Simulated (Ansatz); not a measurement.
Relax this structure to zero stress and force, keeping its symmetry:

```cif
data_structure
_symmetry_space_group_name_H-M 'Pm-3m'
_symmetry_Int_Tables_number 221
_cell_length_a 2.9926
_cell_length_b 2.9926
_cell_length_c 2.9926
_cell_angle_alpha 90.000
_cell_angle_beta 90.000
_cell_angle_gamma 90.000
_cell_volume 26.80
loop_
_atom_site_label
_atom_site_type_symbol
_atom_site_symmetry_multiplicity
_atom_site_Wyckoff_symbol
_atom_site_fract_x
_atom_site_fract_y
_atom_site_fract_z
_atom_site_occupancy
Al1 Al 1 a 0.00000 0.00000 0.00000 1
Cu1 Cu 1 b 0.50000 0.50000 0.50000 1
```

Method: DFT LDA, scalar-relativistic, plane waves, PAW in Ansatz 0.2.0.

Cutoff 420 eV; k points 14×14×14 on the computed 2-atom cell (Γ-centred); Gaussian smearing, width 0.10 eV; no spin polarisation.

Question: What does it relax to?

Answer: The volume drops by 0.90 Å³/atom to 12.50 Å³/atom, and the energy falls by 24.8 meV/atom. Final structure:
```cif
data_structure
_symmetry_space_group_name_H-M 'P 1'
_symmetry_Int_Tables_number 1
_cell_length_a 2.9238
_cell_length_b 2.9238
_cell_length_c 2.9238
_cell_angle_alpha 90.000
_cell_angle_beta 90.000
_cell_angle_gamma 90.000
_cell_volume 24.99
loop_
_atom_site_label
_atom_site_type_symbol
_atom_site_fract_x
_atom_site_fract_y
_atom_site_fract_z
_atom_site_occupancy
Al1 Al 0.00000 0.00000 0.00000 1
Cu1 Cu 0.50000 0.50000 0.50000 1
```

Cost: 1 run of about 0.36 core-minutes, on Intel Xeon Processor @ 2.70GHz (shared hosts).